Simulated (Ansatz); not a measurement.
**Cs (fcc): energy against volume**

All numbers below come from DFT, LDA (PW92), plane waves (420 eV) with PAW, scalar-relativistic (Ansatz 0.2.0). The PAW files were generated under PBE, with cores re-solved for the functional.

The cell is scaled uniformly from the relaxed one, with fractional coordinates and shape fixed. Energies are extrapolated to zero smearing, pressures are those at the given smearing. Magnetic state: spin not included.

A Birch-Murnaghan fit gives V₀ = 96.21 Å³/atom, B₀ = 2.5 GPa, B₀′ = 3.1.

**Question.** What are the energy above the minimum and the pressure at 84.633 Å³/atom?

**Answer.** 12.8 meV/atom and 0.37 GPa as computed.

**Question.** What are the energy above the minimum and the pressure at 103.867 Å³/atom?

**Answer.** 4.2 meV/atom and -0.17 GPa as computed.

**Question.** What are the energy above the minimum and the pressure at 107.714 Å³/atom?

**Answer.** 9.1 meV/atom and -0.23 GPa as computed.
